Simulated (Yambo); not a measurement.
BeTe (zinc blende, space group F-43m, No. 216), G0W0@LDA in Yambo; all else as in the reference (4×4×4 Γ-centred k mesh, bands 2 to 104 and a 10 Ry block in the screening, 104 bands in G with the Bruneval-Gonze terminator, plasmon pole fitted at 27.2 eV). One parameter is varied: the cutoff of the wavefunctions in Yambo, over 10, 20, 30, 50, 88 Ry.

**Question.** From which value on does the gap Γ → X stay within 0.05 eV of the largest setting?

**Answer.** From 20 Ry on.
```csv
cutoff of the wavefunctions in Yambo (Ry),G0W0 gap (eV),valence shift (eV)
10,3.02,-0.79
20,3.26,-1.01
30,3.26,-1.11
50,3.24,-1.12
88,3.24,-1.12
```
The last step of the sweep still moves the gap by 1 meV; the other settings are held fixed.

The standard potential for Te keeps a d shell in the valence without the s and p states of that shell. In tests on such compounds this moved G0W0 gaps by up to about 0.9 eV, so absolute quasiparticle energies here are unreliable; differences between settings are what counts.

Spin-orbit coupling is not included.

Geometry relaxed with LDA; primitive cell a = b = c = 3.9278 Å, α = β = γ = 60.00°.

A shift is the quasiparticle energy of the state minus its LDA energy.
